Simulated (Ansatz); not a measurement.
Co2Si in space group P4/nmm (No. 129; Co on 2a, Co on 2c, Si on 2c), DFT-PBEsol in the program Ansatz with PAW potentials, all energies at zero smearing, with the estimated change up to a 700 eV cutoff added, with one set of potentials and settings (totals compare only within such a set). Cell of 6 atoms (4 Co, 2 Si): -21617.148 eV.

```csv
element,reference phase,E (eV/atom)
Co,"P6_3/mmc, 2 atoms in the cell, spin-polarised",-5093.0002
Si,"Fd-3m, 2 atoms in the cell",-621.4938
```

Formation energy per atom, worked out: (-21617.148 − 4×(-5093.0002) − 2×(-621.4938))/6 = -0.360 eV/atom (-35 kJ per mol of atoms), at 0 K, without zero-point energy or fitted corrections.

The cell is a constructed one: a structure type filled with these elements; neither database checked (COD, Materials Project) lists it. COD files the formula under space group No. 62. Its standing as an ambient phase is unchecked. The PBEsol relaxation kept the symmetry of its start; its stability against distortions is not shown here. Magnetic state: ferromagnetic, chosen from 3 collinear starts compared on coarse meshes (ties went to the first, and starts can fall back to one state), not a proven ground state. The references are the lowest solids computed at this level, not always the standard phases.

Potentials: the earlier of the program's two PAW sets. The files were generated under PBE; for other functionals the program regenerates the frozen cores, and for LDA and PBEsol the local potential too.
